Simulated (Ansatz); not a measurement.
Given:

GaCuSe2 (chalcopyrite)

```xyz
8
Lattice="-2.8360 2.8360 5.6316 2.8360 -2.8360 5.6316 2.8360 2.8360 -5.6316" Properties=species:S:1:pos:R:3 pbc="T T T"
Cu     0.0000     2.8360     2.8158
Cu     0.0000     0.0000     0.0000
Ga     2.8360     0.0000     2.8158
Ga     0.0000     0.0000     5.6316
Se     1.4180     1.3827    -1.4079
Se     1.4180     1.4533     4.2237
Se     1.4533    -1.4180     7.0395
Se     1.3827     4.2540     1.4079
```

E(V) scan at fixed shape, V₀ the volume above. The atoms relax within the cell's symmetry.

All values below come from PBE (plane waves to 420 eV, PAW, scalar-relativistic; Ansatz, a quantum-chemistry and plane-wave program). k mesh 8×8×8 (Γ-centred), Fermi-Dirac smearing 0.05 eV. Energies are smeared free energies. Compression counts positive. With the shape held, the modulus is that of even scaling; a crystal free to change shape is softer. At this level the bands of GaCuSe2 touch or barely overlap; measurements give the solid a gap. GaCuSe2 is run without spin polarisation. GaCuSe2 was relaxed with its symmetry unable to fall. The PAW data are Ansatz's earlier set. ΔE is measured from the relaxed starting cell.

The scan covers V/V₀ from 0.840 to 1.160 in 11 points.

Task: What is ΔE at V/V₀ = 0.840?

Result: 153 meV/atom.

Task: What pressure does the cell carry at V/V₀ = 0.840?

Result: 16.0 GPa.

Task: What is ΔE at V/V₀ = 1.160?

Result: 82 meV/atom.

(A scan under strain: stresses follow from slopes of the energy per volume, elastic moduli from its curvatures.)
